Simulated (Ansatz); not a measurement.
Here is the system:

MoPt$_{2}$:
```cif
data_Mo2Pt4
_chemical_formula_sum 'Mo2 Pt4'
_space_group_name_H-M_alt 'Immm'
_space_group_IT_number 71
_space_group_name_Hall '-I 2 2'
_cell_length_a 2.72848
_cell_length_b 3.91089
_cell_length_c 8.21601
_cell_angle_alpha 90.000
_cell_angle_beta 90.000
_cell_angle_gamma 90.000
loop_
_atom_site_label
_atom_site_type_symbol
_atom_site_symmetry_multiplicity
_atom_site_Wyckoff_symbol
_atom_site_fract_x
_atom_site_fract_y
_atom_site_fract_z
_atom_site_occupancy
Mo1 Mo 2 a 0.00000 0.00000 0.00000 1
Pt1 Pt 4 i 0.00000 0.00000 0.33660 1
```
(The calculation used a cell of 3 atoms; values per cell refer to that cell.)

This is the LDA-relaxed structure.

Q: All from plane-wave PAW LDA (Ansatz code), unless another level is named. Estimate the formation energy from the elements (no fitted shifts).

A: -0.42 eV/atom.

Q: What about the density of states at the Fermi level?

A: 0.60 states/eV per atom (mean over ±0.08 eV).

The workflow started from a Materials Project entry (that database holds measured and hypothetical structures alike); the Crystallography Open Database files this formula in space group No. 71, but the cells were not matched. Whether it is the stable phase at ambient conditions was not checked. The cell was relaxed with LDA under the symmetry of its start; of distortions, only those at the zone centre were tested. No spin polarisation was allowed. The references are the lowest solids computed at this level, not always the standard phases. Spin–orbit coupling is left out wherever it is not named.

Potentials: the later of the program's two PAW sets.
